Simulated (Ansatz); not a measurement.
**Sr$_{2}$Mg (I4/mmm): electronic heat capacity and spin susceptibility from the density of states**

Method: Ansatz, DFT r2SCAN, scalar-relativistic, plane waves, PAW.

Settings: cutoff 500 eV, Γ-centred mesh 14×14×14 on the computed 3-atom cell, Gaussian smearing of 0.10 eV; no spin polarisation.

Relaxed cell: I4/mmm, a = 4.228 Å, b = 4.228 Å, c = 14.617 Å, α = 90.00°, β = 90.00°, γ = 90.00°, 3 atoms in the primitive cell. Whether it is the stable form of this composition wasn't checked.

The density of states at the Fermi level is 3.596 states/eV in the cell of 3 atoms (1 formula unit; both spins, tetrahedra on a 21×21×21 mesh).

**Question.** What Sommerfeld coefficient and Pauli susceptibility does this give?

**Answer.** Per formula unit N(E_F) = 3.596 states/eV. γ = (π²/3) k_B² N(E_F) N_A = 2.357 mJ/(mol K²) per state/eV, so γ = 8.5 mJ/(mol K²), a mole of formula units. χ_P = μ_B² N(E_F) N_A = 3.23×10⁻⁵ emu/mol per state/eV gives 11.6×10⁻⁵ emu/mol. This is the bare band result: a measured γ of the same phase is as a rule larger by a factor 1 + λ from phonons and spin fluctuations, the spin part of χ is larger by the Stoner factor, and a measured χ also holds orbital and core terms. N(E_F) at one energy is sensitive to the mesh where the density of states has sharp peaks.

Cost: 1 run of about 2.1 core-minutes, on Intel Xeon 6975P-C (Granite Rapids) (shared hosts).